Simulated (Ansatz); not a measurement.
Data sheet: Be (DFT)

Be:
```cif
data_Be2
_chemical_formula_sum 'Be2'
_space_group_name_H-M_alt 'P63/mmc'
_space_group_IT_number 194
_space_group_name_Hall '-P 6c 2c'
_cell_length_a 2.25507
_cell_length_b 2.25507
_cell_length_c 3.55834
_cell_angle_alpha 90.000
_cell_angle_beta 90.000
_cell_angle_gamma 120.000
loop_
_atom_site_label
_atom_site_type_symbol
_atom_site_symmetry_multiplicity
_atom_site_Wyckoff_symbol
_atom_site_fract_x
_atom_site_fract_y
_atom_site_fract_z
_atom_site_occupancy
Be1 Be 2 d 0.66667 0.33333 0.25000 1
```

Space group P6_3/mmc (No. 194), hcp (Mg type); conventional cell a = b = 2.255 Å, c = 3.558 Å, α = β = 90.00°, γ = 120.00°.

Method: PBEsol (plane waves, PAW; program Ansatz). Geometry: relaxed at this level of theory. Other levels are named where they apply.

Cell and energy:

| Item | Value |
|---|---|
| Volume per atom | 7.84 Å³ |
| Density | 1.91 g/cm³ |

Electronic structure:

| Item | Value |
|---|---|
| Electronic character | metallic (no gap) |
| Density of states at the Fermi level | 0.07 states/eV per atom (mean over ±0.08 eV) |

Symmetry was held in the PBEsol relaxation. Axis ratios of metals converge slowly with the k-mesh, so a and c are less sure than the volume.

Potentials: the later of the program's two PAW sets.
